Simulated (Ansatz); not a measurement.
MgNb4VO12: field gradients at two levels of theory

Cell: a computed structure from the Materials Project (it need not be an observed phase), taken as it stands.

```
CELL_PARAMETERS angstrom
5.29412 0.00000 0.00000
0.01854 5.73411 0.00000
0.04245 0.70954 7.63556
ATOMIC_POSITIONS crystal
Mg 0.00088 0.41845 0.21352
Nb 0.98434 0.98618 0.01455
Nb 0.51045 0.51188 0.49296
Nb 0.01712 0.98820 0.51241
Nb 0.49099 0.50996 0.99380
V 0.00031 0.41284 0.70704
O 0.70695 0.24923 0.57789
O 0.91061 0.06274 0.26928
O 0.68646 0.83831 0.97274
O 0.81811 0.71715 0.57795
O 0.17785 0.71303 0.08633
O 0.63957 0.52842 0.26250
O 0.36940 0.53310 0.76177
O 0.81520 0.35495 0.96190
O 0.18359 0.35973 0.45699
O 0.28822 0.25589 0.07698
O 0.09650 0.05506 0.76990
O 0.31535 0.83749 0.46910
```

Atom numbers follow the list; atoms alike are taken as one site, whose name carries the number of the first.

First run. Computed with Ansatz: DFT, PBE, plane waves and PAW, scalar-relativistic, collinear spin, 420 eV cutoff, Γ-centred 5×4×3 k-points, Fermi–Dirac smearing 0.02 eV. Start moments as typed (μB): 3 on each V, none on the rest.

```
site  atom  V_zz (10²¹ V/m²)     η  m (μB)
  Mg     1              0.93  0.33    0.00
 Nb2     2              4.59  0.98    0.02
 Nb3     3             -5.54  0.86    0.06
 Nb4     4              5.03  0.74    0.05
   V     6              1.61  0.48    1.94
  O7     7             -3.65  0.37    0.00
  O8     8              3.78  0.54    0.01
  O9     9              1.79  0.70    0.00
 O10    10             -2.87  0.18    0.00
 O13    13             -2.40  0.20   -0.01
 O14    14             -3.09  0.24    0.00
 O15    15             -2.75  0.36    0.00
 O16    16             -2.73  1.00    0.01
 O17    17             -4.02  0.39    0.01
```

Second run. The same atoms and settings, except that the functional is r2SCAN and the cutoff is 500 eV.

**Question.** Given the first result, estimate the second.

**Answer.** 

```json
{"site": "Mg", "atom": "1", "V_zz": "0.93", "η": "0.35", "change of V_zz": "0.00", "m (μB)": "0.00"}
{"site": "Nb2", "atom": "2", "V_zz": "-4.79", "η": "0.93", "change of V_zz": "–", "m (μB)": "0.02"}
{"site": "Nb3", "atom": "3", "V_zz": "-5.60", "η": "0.84", "change of V_zz": "-0.06", "m (μB)": "0.04"}
{"site": "Nb4", "atom": "4", "V_zz": "5.10", "η": "0.78", "change of V_zz": "+0.07", "m (μB)": "0.04"}
{"site": "V", "atom": "6", "V_zz": "1.82", "η": "0.37", "change of V_zz": "+0.21", "m (μB)": "2.06"}
{"site": "O7", "atom": "7", "V_zz": "-3.50", "η": "0.14", "change of V_zz": "+0.15", "m (μB)": "0.00"}
{"site": "O8", "atom": "8", "V_zz": "4.01", "η": "0.48", "change of V_zz": "+0.23", "m (μB)": "0.00"}
{"site": "O9", "atom": "9", "V_zz": "1.90", "η": "0.60", "change of V_zz": "+0.11", "m (μB)": "0.00"}
{"site": "O10", "atom": "10", "V_zz": "-2.82", "η": "0.38", "change of V_zz": "+0.05", "m (μB)": "0.00"}
{"site": "O13", "atom": "13", "V_zz": "-2.34", "η": "0.20", "change of V_zz": "+0.06", "m (μB)": "0.00"}
{"site": "O14", "atom": "14", "V_zz": "-2.98", "η": "0.32", "change of V_zz": "+0.11", "m (μB)": "0.00"}
{"site": "O15", "atom": "15", "V_zz": "-2.62", "η": "0.41", "change of V_zz": "+0.13", "m (μB)": "0.00"}
{"site": "O16", "atom": "16", "V_zz": "2.87", "η": "0.89", "change of V_zz": "–", "m (μB)": "0.01"}
{"site": "O17", "atom": "17", "V_zz": "-3.86", "η": "0.64", "change of V_zz": "+0.16", "m (μB)": "0.01"}
```

The largest change of V_zz along a kept axis is on O8, from 3.78 to 4.01. The whole tensor moves most on O17, by 0.61 along its most changed direction. In per cent, |V_zz| changes by +1 on Mg, +1 to +2 on Nb, +13 on V, -5 to +6 on O (all sites that start above 0.5, bar those whose gradient vanishes or changes sign or whose main axis turns by over 40°). Where |V_zz| stays above 0.1 and the axes keep their order, η moves most on O17, from 0.39 to 0.64. On Nb2, O16 the largest principal value lies along another axis in the second run, so the two V_zz can't be compared directly. The table leaves out 4 of the 18 sites, with |V_zz| up to 6.08; their tensors move by 0.24 at most along any direction. The statements above cover all sites.

Without spin–orbit coupling (the program notes it for Nb) the gradients can shift somewhat, as the gap is small. All moments are parallel here, as the start or the cell imposes; many such compounds order antiparallel, where fields and spin densities carried over to other atoms largely cancel. The magnetic order is the one that the run reached from its start moments, not necessarily the measured one.
For the first run: At this cell the PBE pressure is -5 GPa, so with PBE the cell would shrink if it were relaxed. The entry's cell may itself be off. The largest force is 0.6 eV/Å, so the atoms aren't at the calculated equilibrium and relaxing them would move these values. With a gap of 0.5 eV on this mesh, small gradients can still move by 0.1 × 10²¹ V/m² or more as the k-mesh gets denser.
For the second run: At this cell the r2SCAN pressure is -9 GPa, so with r2SCAN the cell would shrink if it were relaxed. The entry's cell may itself be off. The largest force is 0.7 eV/Å, so the atoms aren't at the calculated equilibrium and relaxing them would move these values. The program didn't check the stability of this electronic state in full, so a lower one may lie near. With a gap of 0.8 eV on this mesh, small gradients can still move by 0.1 × 10²¹ V/m² or more as the k-mesh gets denser.
